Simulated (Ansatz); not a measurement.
Given:

Sn₂Pt:
```
Sn2Pt
1.0
    0.00000     3.23829     3.23829
    3.23829     0.00000     3.23829
    3.23829     3.23829     0.00000
Sn Pt
2 1
Direct
  0.75000   0.75000   0.75000
  0.25000   0.25000   0.25000
  0.00000   0.00000   0.00000
```

This is the r²SCAN-relaxed structure.

### Question
All from r²SCAN in the plane-wave PAW code Ansatz, unless another level is named. Give the density of states at the Fermi level.

### Answer
0.30 states/eV per atom (mean over ±0.08 eV).

### Question
And the formation energy from the elements (no fitted shifts)?

### Answer
-441 meV/atom.

Space group Fm-3m (fluorite or antifluorite type). The first step of the workflow began from a Materials Project structure, measured or hypothetical; the Crystallography Open Database files this formula in space group No. 225, but the cells were not matched. Its standing as an ambient phase is unchecked. The r²SCAN relaxation kept the symmetry of its start; whether a distortion lowers the energy is not shown. No spin polarisation was allowed. The references are the lowest solids computed at this level, not always the standard phases. Scalar-relativistic: spin–orbit coupling is off unless named, which matters more the heavier the elements.

Potentials: the later of the program's two PAW sets.
